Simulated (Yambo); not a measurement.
Quantum ESPRESSO input (LDA, PseudoDojo standard norm-conserving files, scalar-relativistic) whose wavefunctions are converted with p2y:

```
&CONTROL
  calculation = 'nscf'
  pseudo_dir = './pseudo'
  outdir = './out'
/
&SYSTEM
  ibrav = 0
  nat = 5
  ntyp = 3
  ecutwfc = 78.0
  ecutrho = 312.0
  occupations = 'fixed'
  force_symmorphic = .true.
  nbnd = 305
/
&ELECTRONS
  conv_thr = 5e-09
  diago_full_acc = .true.
  diago_thr_init = 1e-08
/
ATOMIC_SPECIES
Ge 72.6300 Ge.upf
Br 79.9040 Br.upf
Cs 132.9055 Cs.upf
CELL_PARAMETERS angstrom
  5.533330000000   0.000000000000   0.000000000000
  0.000000000000   5.533330000000   0.000000000000
  0.000000000000   0.000000000000   5.533330000000
ATOMIC_POSITIONS crystal
Ge   0.500000000000   0.500000000000   0.500000000000
Br   0.500000000000   0.500000000000   0.000000000000
Br   0.000000000000   0.500000000000   0.500000000000
Br   0.500000000000   0.000000000000   0.500000000000
Cs   0.000000000000   0.000000000000   0.000000000000
K_POINTS automatic
1 1 1 0 0 0
```

Yambo's initialisation report on symmetry, reciprocal space, the k grid and the gaps on this mesh:

```
  [02.02] Symmetries
  ==================

  Inversion symmetry    : yes
  Spatial inversion     : yes
  Inversion index       :  25
  K-space Time-reversal : no
  Magnetic symmetries   : no
  Group table correct   : yes
  Symmetries units      :  [cc]

  [02.03] Reciprocal space
  ========================

  nG shells         :   723
  nG charge         :  106239
  nG WFs            :  13301
  nC WFs            :  13301
  G-vecs. in first 72 shells:  [ Number ]
     1    7   19   27   33   57   81   93  123
    147   171   179   203   251   257   305   341   365
    389   437   461   485   515   587   619   691   739
    751   799   847   895   925   949  1021  1045  1141
   1189  1213  1237  1309  1357  1365  1419  1503  1551
   1575  1647  1743  1791  1839  1863  1935  2007  2103
   2109  2205  2301  2325  2373  2469  2517  2553  2601
    2721   2777   2801   2897   2945   2969   3071   3119   3191
  ...
  Shell energy in first 72 shells:  [ mHa ]
    0.00000      180.534      361.068      541.602      722.136      902.670      1083.20      1444.27      1624.81
    1805.34      1985.87      2166.41      2346.94      2527.48      2888.54      3069.08      3249.61      3430.14
    3610.68      3791.21      3971.75      4332.81      4513.35      4693.88      4874.42      5235.48      5416.02
    5777.09      5957.62      6138.15      6318.69      6499.22      6679.76      6860.29      7221.36      7401.89
    7582.43      7762.96      7943.49      8124.03      8304.56      8665.63      8846.16      9026.70      9207.23
    9387.76      9568.30      9748.83      10109.9      10290.4      10471.0      10651.5      11012.6      11193.1
    11554.2      11734.7      11915.2      12095.8      12276.3      12456.8      12637.4      12998.4      13179.0
    13359.5      13540.0      13720.6      13901.1      14081.6      14442.7      14623.2      14803.8      14984.3
  ...

  [02.04] K-grid lattice
  ======================

  Compatible Grid is   : 0D
  K lattice UC volume  :  0.216962 [a.u.]

  IBZ K-points                                      :  1
  BZ  K-points                                      :  1

  K/Q-points units:
  rlu = crystal or reduced units; cc = cartesian coordinates; iku = interal k-units

  K [1]          [rlu]:  0.000000  0.000000  0.000000
         WF components:  13301

  [02.05] Energies & Occupations
  ==============================

  [X] === General ===
  [X] Electronic Temperature                        :  0.000000  0.000000 [eV K]
  [X] Bosonic    Temperature                        :  0.000000  0.000000 [eV K]
  [X] Finite Temperature mode                       : no
  [X] El. density                                   :  0.25971E+24 [cm-3]
  [X] Fermi Level                                   :  2.326955 [eV]

  [X] === Gaps and Widths ===
  [X] Conduction Band Min                           :  5.030677 [eV]
  [X] Valence Band Max                              :  0.000000 [eV]
  [X] Filled Bands                                  :  22
  [X] Empty Bands                                   :   23  305
  [X] Direct Gap                                    :  5.030677 [eV]
  [X] Direct Gap localized at k                     :  1
```
The gaps are LDA values on this mesh alone; only operations without fractional translations are kept.

Spin-orbit coupling is not included.

Geometry of the Materials Project entry, not relaxed at this level.
